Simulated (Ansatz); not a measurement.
B₄C:
```yaml
crystal:
  lattice:
    - [4.37121, 2.78984, 0.00000]
    - [-4.37121, 2.78984, 0.00000]
    - [-2.41763, 0.00000, 4.40832]
  atoms:
    - { symbol: B, position: [0.49175, 0.50825, 0.83834] }
    - { symbol: B, position: [0.50201, 0.17614, 0.48398] }
    - { symbol: B, position: [0.82386, 0.49799, 0.48398] }
    - { symbol: B, position: [0.49408, 0.83091, 0.50544] }
    - { symbol: B, position: [0.16909, 0.50592, 0.50544] }
    - { symbol: B, position: [0.30705, 0.69295, 0.18084] }
    - { symbol: B, position: [0.68960, 0.31040, 0.81193] }
    - { symbol: B, position: [0.30287, 0.18816, 0.69506] }
    - { symbol: B, position: [0.81184, 0.69713, 0.69506] }
    - { symbol: B, position: [0.69619, 0.81750, 0.29881] }
    - { symbol: B, position: [0.18250, 0.30381, 0.29881] }
    - { symbol: B, position: [0.00040, 0.99960, 0.98788] }
    - { symbol: C, position: [0.50331, 0.49669, 0.17563] }
    - { symbol: C, position: [0.12560, 0.87440, 0.88130] }
    - { symbol: C, position: [0.87851, 0.12149, 0.10361] }
```

Cartesian axes are those of the cell as given.

### Question
Give the proper piezoelectric stress tensor with relaxed ions from DFT-PBEsol in the program Ansatz with PAW potentials.

### Answer
In C/m², rows x, y, z, Voigt columns; mesh uncertainty up to 0.00.
```
 0.07  -0.06  -0.02   0.00   0.07   0.00
 0.00   0.00   0.00   0.28   0.00  -0.23
-0.03   0.16   0.08   0.00  -0.14   0.00
```

The elastic tensor of the same run (GPa):

```
  499    108   99.0    0.0  -34.0    0.0
  108    545   96.8    0.0   56.0    0.0
 99.0   96.8    559    0.0   35.4    0.0
  0.0    0.0    0.0    199    0.0   36.5
-34.0   56.0   35.4    0.0    190    0.0
  0.0    0.0    0.0   36.5    0.0    184
```

### Question
Convert to strain constants d = e·S.

### Answer
In pC/N:
```
 0.2  -0.2  -0.1   0.0   0.5   0.0
 0.0   0.0   0.0   1.7   0.0  -1.6
-0.2   0.4   0.2   0.0  -0.9   0.0
```

Space group Cm. The first step of the workflow began from a Materials Project structure, measured or hypothetical; the Crystallography Open Database copy checked does not list it. Its standing as an ambient phase is unchecked. The PBEsol relaxation kept the symmetry of its start; phonons on a q-mesh show no instability.

Potentials: the earlier of the program's two PAW sets.
